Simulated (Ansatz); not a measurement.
**Al3GaN4: an elastic constant from a strain scan**

Theory: DFT PBEsol, scalar-relativistic, plane waves, PAW (Ansatz 0.2.0). The runs took a 420 eV cutoff, a Γ-centred 6×8×4 mesh and Gaussian smearing (0.05 eV). No spin polarisation. Energies are free energies at this smearing, counted from the undisturbed cell; pressure is positive in compression.

The undisturbed cell (relaxed at this level; it needn't be the usual structure):

```xyz
8
Lattice="5.0434 0.0000 0.0001 0.0000 3.1301 0.0000 -0.0032 0.0000 5.4180" Properties=species:S:1:pos:R:3 pbc="T T T"
Al    2.5223    1.5650    0.9066
Al    0.0019    1.5650    4.5230
Al    0.0044    0.0000    1.7971
Ga    2.5166    0.0000    3.6095
N     0.5585    0.0000    3.6102
N     0.6170    1.5650    0.9057
N     3.1500    1.5650    4.5522
N     3.1419    0.0000    1.7679
```

The cell is strained by ε times the Voigt pattern (0, 1, 0, 0, 0, 0) (xx, yy, zz, yz, xz, xy; engineering shear) with fractional coordinates fixed. The cell holds 8 atoms in V0 = 85.53 Å³. The stress column is τ = (1/V0) dE/dε, got from the stress tensor σ (compression positive) at each point as −det(1 + εP) σ : P(1 + εP)⁻¹, with P the pattern as a tensor.

| ε | ΔE (meV/atom) | τ (GPa) |
| --- | --- | --- |
| -0.1000 | 187.514 | -63.213 |
| -0.0750 | 99.155 | -43.258 |
| -0.0500 | 41.486 | -26.344 |
| -0.0250 | 9.795 | -12.058 |
| 0.0000 | 0.000 | -0.033 |
| 0.0250 | 8.600 | 10.028 |
| 0.0500 | 32.527 | 18.382 |
| 0.0750 | 69.101 | 25.249 |
| 0.0875 | 91.420 | 28.188 |
| 0.1000 | ? | ? |

Question: Which combination of elastic constants does this scan measure, and how large is it?

Answer: For small ε, τ = τ0 + Kε with K = pᵀCp, which for this pattern is C22 in the Cartesian frame shown. The parabola through τ at ε = -0.0250, 0 and 0.0250 has slope K = 442 GPa at zero. The energies per cell, E = NΔE, of the same two points give K = 2[E(ε₊)/ε₊ − E(ε₋)/ε₋]/[(ε₊ − ε₋)V0] = 441 GPa, in agreement. These are clamped-ion values.

Question: Predict the withheld row at ε = 0.1000 from the harmonic law, and compare.

Answer: ΔE = V0(τ0 ε + Kε²/2)/N = 147.158 meV/atom and τ = 44.14 GPa. The calculation gives 116.039 meV/atom and 30.82 GPa: the energy lies 21 % below the harmonic value, as bonds soften when stretched.

Forces appear on the atoms along this scan, and letting them relax would lower the energy and soften the response.